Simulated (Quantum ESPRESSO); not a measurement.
## Band energies of PtBi

```xyz
4
Lattice="4.3823 0.0000 0.0000 -2.1911 3.7952 0.0000 0.0000 0.0000 5.5342" Properties=species:S:1:pos:R:3 pbc="T T T"
Pt     0.0000     0.0000     2.7671
Pt     0.0000     0.0000     0.0000
Bi     0.0000     2.5301     1.3836
Bi     2.1911     1.2651     4.1507
```

norm-conserving LDA (Quantum ESPRESSO, 84 Ry, no spin-orbit coupling); path ΓMKΓALHA,LM,KH; energies in eV from the Fermi level.

| k (1/Å) | point | band 29 | band 30 | band 31 | band 32 | band 33 | band 34 | band 35 | band 36 |
|---|---|---|---|---|---|---|---|---|---|
| 0.00 | Γ | -1.57 | -1.57 | 0.25 | 0.25 | 1.05 | 1.53 | 2.29 | 2.75 |
| 0.24 |  | -1.59 | -1.56 | -1.50 | -0.19 | 0.86 | 1.43 | 2.83 | 3.26 |
| 0.47 |  | -2.64 | -1.64 | -1.55 | -1.20 | 0.04 | 0.14 | 2.50 | 3.85 |
| 0.83 | M | -2.52 | -2.46 | -2.22 | -1.67 | -1.54 | -1.44 | 2.15 | 4.17 |
| 1.07 |  | -2.23 | -2.12 | -1.65 | -1.59 | -1.41 | -0.53 | 1.46 | 1.89 |
| 1.31 | K | -2.24 | -1.61 | -1.61 | -1.47 | -0.15 | -0.15 | 0.31 | 0.31 |
| 1.41 |  | -2.26 | -1.68 | -1.63 | -1.60 | -0.59 | 0.33 | 0.45 | 0.55 |
| 1.62 |  | -2.46 | -1.80 | -1.64 | -1.57 | -0.38 | 1.06 | 1.06 | 1.65 |
| 1.94 |  | -2.12 | -1.61 | -1.56 | -0.57 | 0.70 | 1.68 | 2.21 | 2.78 |
| 2.16 |  | -1.57 | -1.57 | -0.39 | 0.15 | 1.02 | 2.09 | 2.11 | 2.78 |
| 2.26 | Γ | -1.57 | -1.57 | 0.25 | 0.25 | 1.05 | 1.53 | 2.29 | 2.75 |
| 2.38 |  | -1.71 | -1.71 | 0.44 | 0.44 | 0.66 | 1.11 | 2.63 | 3.06 |
| 2.72 |  | -2.66 | -2.66 | -1.57 | -1.27 | 1.89 | 1.89 | 2.73 | 2.73 |
| 2.83 | A | -2.95 | -2.95 | -1.75 | -1.75 | 2.35 | 2.35 | 2.35 | 2.35 |
| 2.93 |  | -2.95 | -2.95 | -1.65 | -1.65 | 2.08 | 2.08 | 2.26 | 2.26 |
| 3.24 |  | -2.86 | -2.86 | -1.31 | -1.31 | 0.68 | 0.68 | 1.39 | 1.39 |
| 3.45 |  | -2.75 | -2.75 | -2.09 | -2.09 | 0.86 | 0.86 | 0.95 | 0.95 |
| 3.66 | L | -2.70 | -2.70 | -2.57 | -2.57 | 0.66 | 0.66 | 1.13 | 1.13 |
| 3.78 |  | -2.73 | -2.73 | -2.48 | -2.48 | -0.08 | -0.08 | 2.02 | 2.02 |
| 4.02 |  | -2.83 | -2.83 | -2.12 | -2.12 | -1.26 | -1.26 | 4.09 | 4.09 |
| 4.13 | H | -2.85 | -2.85 | -2.02 | -2.02 | -1.43 | -1.43 | 4.40 | 4.40 |
| 4.33 |  | -2.75 | -2.75 | -2.10 | -2.10 | -1.15 | -1.15 | 3.69 | 3.69 |
| 4.52 |  | -2.75 | -2.75 | -1.67 | -1.67 | -0.64 | -0.64 | 2.56 | 2.56 |
| 4.71 |  | -2.88 | -2.88 | -1.17 | -1.17 | 0.25 | 0.25 | 1.91 | 1.91 |
| 5.00 |  | -2.95 | -2.95 | -1.67 | -1.67 | 2.11 | 2.11 | 2.28 | 2.28 |
| 5.09 | A | -2.95 | -2.95 | -1.75 | -1.75 | 2.35 | 2.35 | 2.35 | 2.35 |
| 5.09 | L | -2.70 | -2.70 | -2.57 | -2.57 | 0.66 | 0.66 | 1.13 | 1.13 |
| 5.37 |  | -2.88 | -2.44 | -2.23 | -1.87 | -0.80 | -0.33 | 2.30 | 2.55 |
| 5.56 |  | -2.58 | -2.41 | -2.16 | -1.68 | -1.44 | -1.25 | 2.18 | 3.68 |
| 5.66 | M | -2.52 | -2.46 | -2.22 | -1.67 | -1.54 | -1.44 | 2.15 | 4.17 |
| 5.66 | K | -2.24 | -1.61 | -1.61 | -1.47 | -0.15 | -0.15 | 0.31 | 0.31 |
| 5.75 |  | -2.37 | -1.65 | -1.65 | -1.54 | -0.48 | -0.48 | 0.75 | 0.75 |
| 5.94 |  | -2.76 | -2.05 | -1.87 | -1.87 | -1.10 | -1.10 | 2.24 | 2.24 |
| 6.23 | H | -2.85 | -2.85 | -2.02 | -2.02 | -1.43 | -1.43 | 4.40 | 4.40 |

A metal at this level: along this path bands 31, 32, 33, 34 cross the Fermi level.

Spin-orbit coupling is left out; for elements this heavy it splits bands near the Fermi level.

Geometry of the Materials Project entry, not relaxed at this level.
